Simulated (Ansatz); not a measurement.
SrZrO3:
```
SrZrO3
1.0
    2.90280     1.67593     4.70903
   -2.90280     1.67593     4.70903
    0.00000    -3.35186     4.70903
Sr Zr O
2 2 6
Direct
  0.26698   0.26698   0.26698
  0.76698   0.76698   0.76698
  0.01163   0.01163   0.01163
  0.51163   0.51163   0.51163
  0.75301   0.18927   0.32939
  0.32939   0.75301   0.18927
  0.18927   0.32939   0.75301
  0.82939   0.68927   0.25301
  0.25301   0.82939   0.68927
  0.68927   0.25301   0.82939
```

Relaxed with PBEsol. Special points in fractions of this cell's reciprocal vectors: Γ (0.000, 0.000, 0.000); T (0.500, 0.500, 0.500); H2 (0.749, 0.251, 0.500); H0 (0.500, -0.251, 0.251); L (0.500, 0.000, 0.000); S0 (0.376, -0.376, 0.000); S2 (0.624, 0.000, 0.376); F (0.500, 0.000, 0.500).

### Question
List the band energies nearest the valence-band maximum at these points for PBEsol with spin–orbit coupling in the plane-wave PAW code Ansatz.

### Answer
In eV from the valence-band maximum; about four levels below and three above (degenerate sets whole), none deeper than 8.9 eV; points with the same levels are listed once.

| k | below | above |
|---|---|---|
| Γ | -0.19 -0.19 -0.06 -0.06 | 3.75 3.75 3.81 3.81 |
| T | -0.53 -0.53 -0.53 -0.53 | 5.37 5.37 5.37 5.37 |
| H2 | -0.33 -0.33 -0.32 -0.32 | 4.90 4.90 4.93 4.93 |
| L | -0.29 -0.29 -0.29 -0.29 | 5.17 5.17 5.18 5.18 |
| S0 | -0.49 -0.47 -0.08 -0.07 | 4.53 4.55 5.20 |
| F | -0.20 -0.20 0.00 0.00 | 4.07 4.07 5.21 5.21 |

Space group R3c. The start of the workflow was typed in or built on a structure type; neither database checked (COD, Materials Project) lists it. COD files the formula under space group No. 62, 63, 221. Whether it is the stable phase at ambient conditions was not checked. The PBEsol relaxation kept the symmetry of its start; its stability against distortions is not shown here. No spin polarisation was allowed.

Potentials: the earlier of the program's two PAW sets. The files were generated under PBE; for other functionals the program regenerates the frozen cores, and for LDA and PBEsol the local potential too.
